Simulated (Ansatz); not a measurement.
Sb (A7): a workflow

**The experiment.** The Crystallography Open Database holds a measured cell of trigonal Sb (space group R-3m) at 4.2 K (1969, doi:10.1107/S0021889869006443): a, c = 4.301, 11.222 Å, 29.96 Å³/atom.

Level of theory: DFT, LDA, scalar-relativistic, no spin polarisation; plane waves to 420 eV with PAW datasets (Ansatz 0.2.0), 12×12×12 k-mesh, Gaussian smearing of 0.05 eV; PAW files: Ansatz's generated set soft_2.

Starting cell, 1 % over the database's volume:

```
Sb
1.0
     2.11077    1.21865    3.91417
    -2.11077    1.21865    3.91417
     0.00000   -2.43731    3.91417
Sb
2
Direct
  0.22754 0.22754 0.22754
  0.77246 0.77246 0.77246
```

The steps in volume:

| run | level | k-mesh | kind | V (Å³/atom) | P (GPa) | E − E(final) (meV/atom) | gap on the mesh (eV) |
| --- | --- | --- | --- | --- | --- | --- | --- |
| 1 | LDA | 12×12×12 | cell and atoms relaxed | 29.18 | 0.0 | 0.0 | metal |

The cell is relaxed to zero pressure at this level.

The final structure (symmetry read at 0.01 Å). Symmetry: R-3m, No. 166, trigonal system. The conventional cell has a = 4.294 Å, b = 4.294 Å, c = 10.964 Å, α = 90.00°, β = 90.00°, γ = 120.00°. Around Sb (site symmetry 3m) lie 6 Sb at 2.91 to 3.27 Å. (Neighbours are counted to 15 % beyond the shortest distance.)

```
atom  site  symmetry       x       y       z
  Sb    6c        3m  0.3333  0.6667  0.9026
```

- At the final geometry the gap, band path included, is zero (metallic).
- The runs in the table took roughly 0.7 core-minutes.

**Against experiment.** LDA gives 4.294, 10.964 Å and 29.18 Å³/atom, −2.6 % in volume (−0.9 % in length) from the database's cell. The axes miss by −0.2 %, −2.3 %. LDA overbinds and usually gives cells that are too small.

Spin–orbit coupling, which matters for such heavy elements, is left out. The structure is built of weakly bound bilayers, and this functional has no dispersion term, so their spacing and all that hangs on it (volume, the soft elastic constants, low modes, dielectric constants) are poorly given.
